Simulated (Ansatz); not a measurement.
Ge2Sb2Te5:
```cif
data_Ge2Sb2Te5
_chemical_formula_sum 'Ge2 Sb2 Te5'
_space_group_name_H-M_alt 'P-3m1'
_space_group_IT_number 164
_space_group_name_Hall '-P 3 2"'
_cell_length_a 4.19809
_cell_length_b 4.19809
_cell_length_c 16.64697
_cell_angle_alpha 90.000
_cell_angle_beta 90.000
_cell_angle_gamma 120.000
loop_
_atom_site_label
_atom_site_type_symbol
_atom_site_symmetry_multiplicity
_atom_site_Wyckoff_symbol
_atom_site_fract_x
_atom_site_fract_y
_atom_site_fract_z
_atom_site_occupancy
Ge1 Ge 2 d 0.66667 0.33333 0.10075 1
Sb1 Sb 2 c 0.00000 0.00000 0.31868 1
Te1 Te 1 a 0.00000 0.00000 0.00000 1
Te2 Te 2 d 0.33333 0.66667 0.19928 1
Te3 Te 2 d 0.66667 0.33333 0.42179 1
```

Relaxed at zero pressure with LDA (plane waves, PAW; program Ansatz).

Task: The volume is lowered by 6 % and shape and atoms relax at that volume. What pressure results, and how do the axes share the change?

Result: 3.6 GPa; a -1.9 %, b -1.9 %, c -2.2 %; the energy rises by 18 meV/atom.

Task: Give the new structure.

Result: 
Space group P-3m1 (No. 164); a = 4.1164 Å, b = 4.1164 Å, c = 16.2755 Å, α = 90.00°, β = 90.00°, γ = 120.00°

| atom | site | symmetry | x | y | z |
|---|---|---|---|---|---|
| Ge | 2d | 3m. | 0.6667 | 0.3333 | 0.1010 |
| Sb | 2c | 3m. | 0.0000 | 0.0000 | 0.3204 |
| Te | 1a | -3m. | 0.0000 | 0.0000 | 0.0000 |
| Te | 2d | 3m. | 0.3333 | 0.6667 | 0.2000 |
| Te | 2d | 3m. | 0.6667 | 0.3333 | 0.4266 |

The phase is kept; no other phase was compared at this pressure.

The cell was relaxed with LDA under the symmetry of its start; of distortions, only those at the zone centre were tested. A crystal of weakly bound layers computed without a dispersion correction: the cell and the soft elastic constants depend strongly on that. Spin–orbit coupling is left out wherever it is not named.

Potentials: the earlier of the program's two PAW sets.
